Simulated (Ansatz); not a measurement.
Ansatz (a first-principles code) input:

Ansatz 0.2 input:
```yaml
crystal:
  lattice:
    - [2.8932087372, 0.0, 0.0]
    - [0.0, 2.8932087372, 0.0]
    - [0.0, 0.0, 2.8932087372]
  atoms:
    - { symbol: Al, position: [0.5, 0.5, 0.5] }
    - { symbol: Ni, position: [0.0, 0.0, 0.0] }
kpoints:
  mp_grid: { grid: [29, 29, 29] }
hamiltonian:
  xc: pbe
  pseudopotentials: { kind: paw }
scf:
  occupations: { method: fermi_dirac, width: 0.1 }
elastic: { mode: relaxed_ion, stencil: two_point, amplitude: 0.005, f_tol: 0.0005 }
```

Output (shortened):

```
Pseudopotential: Al, paw, valence charge 3
Pseudopotential: Ni, paw, valence charge 18
Functional definition: PBE
Crystal: 2 atoms, lattice volume = 24.218 Å³
Basis set: ecut = 420 eV, 461 PW (Γ), exchange–correlation on 40×40×40 points (8 copies of the dense FFT grid, shifted against one another)
Bands: 15, of which v1, the nominal top of the filled ones, is band 11 counted from 1 (10 counted from 0)
Symmetry: 48 space group operations
Space group: Pm-3m (ITA 221), of the structure as read, at distance tolerance 2.9e-5 Å
k-points: 680 of 24389
SCF iter   1: F=—  HF=-6378.544347 eV  |F-HF|=—  |Δ(HF+E_count)|=         —  Δρ=2.15e-3  dr2=7.11e-4  ethr=1.77e-3  ⟨swp⟩=4.8  Hψ=46391  notcnv=0
preconditioner: auto → none
SCF iter   2: F=—  HF=-6378.544375 eV  |F-HF|=—  |Δ(HF+E_count)|=   2.77e-5  Δρ=1.27e-3  dr2=2.95e-4  ethr=3.39e-6  ⟨swp⟩=2.4  Hψ=21298  notcnv=0
SCF iter   3: F=—  HF=-6378.544370 eV  |F-HF|=—  |Δ(HF+E_count)|=   4.57e-6  Δρ=7.50e-5  dr2=1.00e-6  ethr=1.41e-6  ⟨swp⟩=1.0  Hψ=10194  notcnv=0  defer=1
SCF iter   4: F=—  HF=-6378.544433 eV  |F-HF|=—  |Δ(HF+E_count)|=   6.27e-5  Δρ=2.28e-5  dr2=5.70e-8  ethr=4.77e-9  ⟨swp⟩=2.0  Hψ=14879  notcnv=0  defer=2
SCF iter   5: F=—  HF=-6378.544433 eV  |F-HF|=—  |Δ(HF+E_count)|=   1.11e-8  Δρ=3.61e-6  dr2=1.51e-9  ethr=2.72e-10  ⟨swp⟩=2.3  Hψ=16000  notcnv=0  defer=2
SCF iter   6: F=—  HF=-6378.544433 eV  |F-HF|=—  |Δ(HF+E_count)|=  1.11e-10  Δρ=5.65e-7  dr2=2.81e-11  ethr=7.20e-12  ⟨swp⟩=2.3  Hψ=15457  notcnv=0  defer=2
SCF iter   7: F=—  HF=-6378.544433 eV  |F-HF|=—  |Δ(HF+E_count)|=  7.28e-12  Δρ=2.54e-7  dr2=6.67e-12  ethr=1.34e-13 (applied; sched 1.00e-12)  ⟨swp⟩=1.1  Hψ=10308  notcnv=0  defer=10
SCF iter   8: F=-6378.544433 eV  HF=-6378.544433 eV  |F-HF|=9.09e-13  |Δ(HF+E_count)|=    0.00e0  Δρ=1.77e-8  dr2=3.34e-14  ethr=1.00e-12  ⟨swp⟩=4.1  Hψ=41071  notcnv=0
SCF 1 converged in 8 iterations: F = -6378.544433 eV  dr2 = 3.34e-14
Crystal: 2 atoms, lattice volume = 24.097 Å³
Symmetry: 16 space group operations
k-points: 1800 of 24389
iter 1 solved again at ethr=3.10e-7 eV; its pass at ethr=3.10e-3 eV (dr2=6.50e-5 eV) is discarded
SCF iter   1: F=—  HF=-6378.543946 eV  |F-HF|=—  |Δ(HF+E_count)|=         —  Δρ=7.04e-4  dr2=5.73e-5  ethr=3.10e-7  ⟨swp⟩=2.1  Hψ=157029  notcnv=0  defer=5
preconditioner: auto → none
SCF iter   2: F=—  HF=-6378.543999 eV  |F-HF|=—  |Δ(HF+E_count)|=   5.23e-5  Δρ=2.14e-4  dr2=2.86e-6  ethr=2.73e-7  ⟨swp⟩=1.3  Hψ=29627  notcnv=0  defer=5
SCF iter   3: F=—  HF=-6378.543999 eV  |F-HF|=—  |Δ(HF+E_count)|=   5.11e-7  Δρ=7.21e-5  dr2=5.15e-7  ethr=1.36e-8  ⟨swp⟩=2.4  Hψ=43527  notcnv=0  defer=5
SCF iter   4: F=—  HF=-6378.544005 eV  |F-HF|=—  |Δ(HF+E_count)|=   5.42e-6  Δρ=7.79e-6  dr2=7.82e-9  ethr=2.45e-9  ⟨swp⟩=2.5  Hψ=42733  notcnv=0  defer=5
SCF iter   5: F=—  HF=-6378.544005 eV  |F-HF|=—  |Δ(HF+E_count)|=  3.73e-10  Δρ=7.90e-7  dr2=8.59e-11  ethr=3.72e-11  ⟨swp⟩=1.2  Hψ=28612  notcnv=0  defer=5
SCF iter   6: F=—  HF=-6378.544005 eV  |F-HF|=—  |Δ(HF+E_count)|=  1.00e-11  Δρ=6.29e-8  dr2=4.65e-13  ethr=4.09e-13 (applied; sched 1.00e-12)  ⟨swp⟩=2.4  Hψ=42448  notcnv=0  defer=43
SCF iter   7: F=-6378.544005 eV  HF=-6378.544005 eV  |F-HF|=9.09e-13  |Δ(HF+E_count)|=    0.00e0  Δρ=1.47e-8  dr2=3.45e-14  ethr=1.00e-12  ⟨swp⟩=4.2  Hψ=91868  notcnv=0
SCF 2 converged in 7 iterations: F = -6378.544005 eV  dr2 = 3.45e-14
Crystal: 2 atoms, lattice volume = 24.339 Å³
iter 1 solved again at ethr=2.83e-9 eV; its pass at ethr=3.10e-3 eV (dr2=5.95e-7 eV) is discarded
SCF iter   1: F=—  HF=-6378.543998 eV  |F-HF|=—  |Δ(HF+E_count)|=         —  Δρ=2.72e-4  dr2=6.08e-7  ethr=2.83e-9  ⟨swp⟩=2.1  Hψ=149469  notcnv=0  defer=2
preconditioner: auto → none
SCF iter   2: F=—  HF=-6378.544079 eV  |F-HF|=—  |Δ(HF+E_count)|=   8.08e-5  Δρ=1.35e-4  dr2=9.43e-8  ethr=2.83e-9  ⟨swp⟩=2.0  Hψ=33854  notcnv=0  defer=2
SCF iter   3: F=—  HF=-6378.544087 eV  |F-HF|=—  |Δ(HF+E_count)|=   8.49e-6  Δρ=1.88e-5  dr2=5.46e-9  ethr=4.49e-10  ⟨swp⟩=1.0  Hψ=26932  notcnv=0  defer=2
SCF iter   4: F=—  HF=-6378.544088 eV  |F-HF|=—  |Δ(HF+E_count)|=   1.54e-7  Δρ=7.20e-7  dr2=5.38e-11  ethr=2.60e-11  ⟨swp⟩=2.4  Hψ=39256  notcnv=0  defer=2
SCF iter   5: F=—  HF=-6378.544088 eV  |F-HF|=—  |Δ(HF+E_count)|=  2.09e-11  Δρ=2.19e-7  dr2=8.80e-12  ethr=2.56e-13 (applied; sched 1.00e-12)  ⟨swp⟩=2.1  Hψ=43948  notcnv=0  defer=54
SCF iter   6: F=-6378.544088 eV  HF=-6378.544088 eV  |F-HF|=0.00e0  |Δ(HF+E_count)|=  1.82e-12  Δρ=1.02e-8  dr2=2.52e-14  ethr=1.00e-12  ⟨swp⟩=3.6  Hψ=103536  notcnv=0
SCF 3 converged in 6 iterations: F = -6378.544088 eV  dr2 = 2.52e-14
Crystal: 2 atoms, lattice volume = 24.218 Å³
Symmetry: 8 space group operations
k-points: 3375 of 24389
iter 1 solved again at ethr=4.83e-8 eV; its pass at ethr=3.10e-3 eV (dr2=1.01e-5 eV) is discarded
SCF iter   1: F=—  HF=-6378.544153 eV  |F-HF|=—  |Δ(HF+E_count)|=         —  Δρ=3.14e-4  dr2=1.67e-5  ethr=4.83e-8  ⟨swp⟩=2.5  Hψ=297405  notcnv=0  defer=2
preconditioner: auto → none
SCF iter   2: F=—  HF=-6378.544209 eV  |F-HF|=—  |Δ(HF+E_count)|=   5.56e-5  Δρ=1.33e-4  dr2=2.80e-6  ethr=4.83e-8  ⟨swp⟩=1.4  Hψ=57204  notcnv=0  defer=2
SCF iter   3: F=—  HF=-6378.544205 eV  |F-HF|=—  |Δ(HF+E_count)|=   3.77e-6  Δρ=7.28e-6  dr2=2.79e-9  ethr=1.33e-8  ⟨swp⟩=1.7  Hψ=62762  notcnv=0  defer=2
SCF iter   4: F=—  HF=-6378.544211 eV  |F-HF|=—  |Δ(HF+E_count)|=   6.05e-6  Δρ=1.25e-6  dr2=8.85e-11  ethr=1.33e-11  ⟨swp⟩=2.1  Hψ=80593  notcnv=0  defer=2
SCF iter   5: F=—  HF=-6378.544211 eV  |F-HF|=—  |Δ(HF+E_count)|=  1.00e-11  Δρ=2.54e-7  dr2=6.82e-12  ethr=4.21e-13 (applied; sched 1.00e-12)  ⟨swp⟩=2.3  Hψ=73937  notcnv=0  defer=40
SCF iter   6: F=—  HF=-6378.544211 eV  |F-HF|=—  |Δ(HF+E_count)|=  2.73e-12  Δρ=5.68e-8  dr2=4.89e-13  ethr=3.25e-14 (applied; sched 1.00e-12)  ⟨swp⟩=2.5  Hψ=83546  notcnv=0  defer=126
SCF iter   7: F=-6378.544211 eV  HF=-6378.544211 eV  |F-HF|=9.09e-13  |Δ(HF+E_count)|=  1.82e-12  Δρ=1.08e-8  dr2=7.48e-15  ethr=1.00e-12  ⟨swp⟩=4.0  Hψ=161757  notcnv=0
SCF 4 converged in 7 iterations: F = -6378.544211 eV  dr2 = 7.48e-15
Crystal: 2 atoms, lattice volume = 24.218 Å³
iter 1 solved again at ethr=5.93e-11 eV; its pass at ethr=3.10e-3 eV (dr2=1.24e-8 eV) is discarded
SCF iter   1: F=—  HF=-6378.544154 eV  |F-HF|=—  |Δ(HF+E_count)|=         —  Δρ=8.24e-6  dr2=1.40e-8  ethr=5.93e-11  ⟨swp⟩=2.8  Hψ=300076  notcnv=0  defer=4
preconditioner: auto → none
SCF iter   2: F=—  HF=-6378.544211 eV  |F-HF|=—  |Δ(HF+E_count)|=   5.73e-5  Δρ=4.81e-6  dr2=4.46e-9  ethr=5.93e-11  ⟨swp⟩=2.0  Hψ=73228  notcnv=0  defer=4
SCF iter   3: F=—  HF=-6378.544211 eV  |F-HF|=—  |Δ(HF+E_count)|=  3.71e-10  Δρ=2.28e-6  dr2=1.02e-9  ethr=2.12e-11  ⟨swp⟩=1.0  Hψ=50498  notcnv=0  defer=4
SCF iter   4: F=—  HF=-6378.544211 eV  |F-HF|=—  |Δ(HF+E_count)|=  9.64e-11  Δρ=3.70e-7  dr2=1.55e-11  ethr=4.86e-12  ⟨swp⟩=1.1  Hψ=50751  notcnv=0  defer=4
SCF iter   5: F=—  HF=-6378.544211 eV  |F-HF|=—  |Δ(HF+E_count)|=  2.73e-12  Δρ=3.03e-8  dr2=5.90e-14  ethr=1.00e-12  ⟨swp⟩=3.9  Hψ=217473  notcnv=0
SCF iter   6: F=-6378.544211 eV  HF=-6378.544211 eV  |F-HF|=0.00e0  |Δ(HF+E_count)|=  9.09e-13  Δρ=5.75e-9  dr2=8.86e-15  ethr=1.00e-12  ⟨swp⟩=3.3  Hψ=137471  notcnv=0
SCF 5 converged in 6 iterations: F = -6378.544211 eV  dr2 = 8.86e-15
SCF converged after 8 iterations
Free energy (F): -6378.544433 eV
Harris-Foulkes:  -6378.544433 eV  (|F-HF|=9.09e-13)
Internal energy: -6378.516030 eV  (E = F + TS)
E sigma→0 (E₀):  -6378.530231 eV
Entropy (-TS):   -0.028403 eV (-14.201 meV/atom)
Fermi energy:    13.776444 eV
--- Per-component energies (eV) ---
  E_band       = -340.075518
  E_kinetic    = 310.554379
  E_local      = -4464.318465  (includes V_loc(G=0)·N_el)
  E_nonlocal   = 647.738711
  E_hartree    = 1920.688113
  E_xc         = -126.069851
  E_vxc        = -140.353585  (∫ρ·V_xc dr)
  E_paw        = -2100.372023  (= ΣΔE_a)
  E_vpaw       = -535.073263  (= ΣTr[D̂ρ^β])
  E_aug_tail   = 0.000487  (compensation charges beyond the density's cutoff)
  E_ewald      = -2566.737380
  E_smearing   = -0.028403  (= −TS)
  E_closure    = 0.000000  (closes the sum)
  Σ components = -6378.544433   (vs F -6378.544433, Δ=0.00e0)
  [band-id]    e_kinetic+e_local+e_nonlocal+2·e_hartree+e_vxc+e_vpaw+e_augmentation_tail = -340.075510   (vs E_band -340.075518, Δ=8.39e-6)
--- Forces (eV/Å), atoms counted from 1 ---
  atom   1  Al     0.00000000     0.00000000     0.00000000
  atom   2  Ni     0.00000000     0.00000000     0.00000000
  max |Σ_I F_I| component: 0.0 eV/Å
--- Stress (GPa, compression-positive) ---
        0.049290       0.000000       0.000000
        0.000000       0.049290       0.000000
        0.000000       0.000000       0.049290
  P = ⅓ Tr σ = 0.0493 GPa (0.493 kbar)
--- Band table (eV; the first three rows and the last of 680) ---
  k-point 0: bands = ["-89.5179", "-49.9197", "-49.9197", "-49.9197", "2.6983", "10.5910", "10.5910", "12.2594", "12.2594", "12.2594", "19.1946", "19.1946", "19.1946", "21.8133", "21.8133"]
  k-point 1: bands = ["-89.5179", "-49.9199", "-49.9196", "-49.9196", "2.7201", "10.5896", "10.5962", "12.2497", "12.2497", "12.2604", "18.9136", "19.2235", "19.2235", "21.8147", "22.0722"]
  k-point 2: bands = ["-89.5178", "-49.9207", "-49.9196", "-49.9196", "2.7852", "10.5841", "10.6114", "12.2215", "12.2215", "12.2634", "18.2791", "19.3095", "19.3095", "21.8187", "22.6352"]
  k-point 679: bands = ["-89.5140", "-49.9374", "-49.9374", "-49.9374", "9.7078", "9.7305", "9.7305", "12.7961", "12.7961", "15.5705", "15.7364", "15.7364", "17.2933", "18.2102", "18.2102"]
--- Elastic constants: 2 strain directions × 2 members + reference (group order 48) ---
  dense FFT box of the reference and of every strained cell: 20×20×20
  strains applied: 11, 23; error gains: componentwise 1.00 (the most a stress slope's error grows in a printed constant), spectral 1.73 (1 for all six strains …
  C = ∂σ_k/∂η_j (tension-positive GPa; Voigt order 11 22 33 23 13 12):
       204.639    136.489    136.489      0.000      0.000      0.000
       136.489    204.639    136.489      0.000      0.000      0.000
       136.489    136.489    204.639      0.000      0.000      0.000
         0.000      0.000      0.000    117.401      0.000      0.000
         0.000      0.000      0.000      0.000    117.401      0.000
         0.000      0.000      0.000      0.000      0.000    117.401
  reference stress σ⁰ (GPa):     -0.049     -0.049     -0.049      0.000      0.000      0.000
  C* (energy form; C + prestress term) asymmetry max|C*_kj − C*_jk| = 2.842e-14 GPa — a small one proves nothing (zero by symmetry where the batch's group is …
  moduli (Voigt/Reuss/Hill, GPa): K = 159.21/159.21/159.21   G = 84.07/59.35/71.71   E = 187.05   ν = 0.304
  mechanically stable: yes (min eigenvalue of sym C = 68.15 GPa)
  where every solve meets its electron count the energy-path curvature estimates C_jj along a normal strain and C_jj − ¼(σ⁰_aa + σ⁰_bb) along a shear (ab), of …
  strain η (Voigt 11):  stress-route row diagonal C_11 = 204.64 GPa, energy-path curvature d²(F+E_count+ΔE)/dδ²/Ω₀ = 204.59 GPa
         δ    σ_11 (GPa)             F (eV)   n_scf  n_hpsi   n_pw
    -5.000e-3      -1.0931       -6378.5440047       7  464732    483   relax 0 steps, max|allowed force component| 0.0 eV/Å
     5.000e-3       0.9532       -6378.5440875       6  425865    491   relax 0 steps, max|allowed force component| 0.0 eV/Å
  strain η (Voigt 23):  stress-route row diagonal C_44 = 117.40 GPa, energy-path curvature d²(F+E_count+ΔE)/dδ²/Ω₀ = 117.43 GPa
         δ    σ_23 (GPa)             F (eV)   n_scf  n_hpsi   n_pw
    -5.000e-3      -0.5870       -6378.5442113       7  871326    487   relax 0 steps, max|allowed force component| 0.0 eV/Å
     5.000e-3       0.5870       -6378.5442113       6  883657    487   relax 0 steps, max|allowed force component| 0.0 eV/Å
```

Cost: around 4 core-minutes (rough) on shared cores.

The cell was relaxed with PBE under the symmetry of its start; phonons on a q-mesh show no instability. The run is not spin-polarised. As this level gives no gap, shear constants depend on the k-mesh and smearing (Fermi–Dirac, 0.1 eV here).

Potentials: the later of the program's two PAW sets.

Ansatz is a plane-wave DFT program.
